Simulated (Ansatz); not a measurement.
## TiRh3: do energies and stresses tell the same story?

Computed with Ansatz, DFT PBEsol, scalar-relativistic, plane waves, PAW.

Plane waves to 420 eV, a k mesh through Γ of 12×12×12 on the computed 4-atom cell and Gaussian smearing (0.10 eV); no spin polarisation.

Relaxed cell: Pm-3m, a = 3.800 Å, b = 3.800 Å, c = 3.800 Å, α = 90.00°, β = 90.00°, γ = 90.00°, 4 atoms in the primitive cell. Whether it is the stable form of this composition wasn't checked.

Energies at zero smearing and pressures from the stress tensor, at volumes with shape and atoms relaxed:
```
V (Å³/atom) E − E(first) (meV/atom) P (GPa)
     12.892                     0.00    18.60
     13.303                   -34.31     8.50
     13.715                   -44.79     0.00
     14.126                   -35.22    -7.15
     14.538                    -8.81   -13.15
```

Question: Check P = −dE/dV between neighbouring volumes, and get the bulk modulus from the pressures alone.

Answer: With 1 eV/Å³ = 160.2 GPa:
```tsv
middle V (Å³/atom)	−ΔE/ΔV (GPa)	mean P (GPa)
13.098	13.360	13.548
13.509	4.081	4.248
13.920	-3.727	-3.576
14.332	-10.282	-10.149
```

The two differ by 0.19 GPa at most. The mean of two end pressures misses the average over a step by about ΔV² P″/12, up to 0.14 GPa here; with that taken off 0.05 GPa remains. The stress is the derivative of the free energy, not of the energy at zero smearing, and with free energies 0.00 GPa remains. Around V = 13.715 Å³/atom, the two neighbours give B = −V ΔP/ΔV = 13.715 × 15.65 / 0.823 = 260.8 GPa, against B0 = 259.6 GPa from the Birch–Murnaghan fit of the energies.

Spin polarisation was left out, and a magnetic state may lie lower.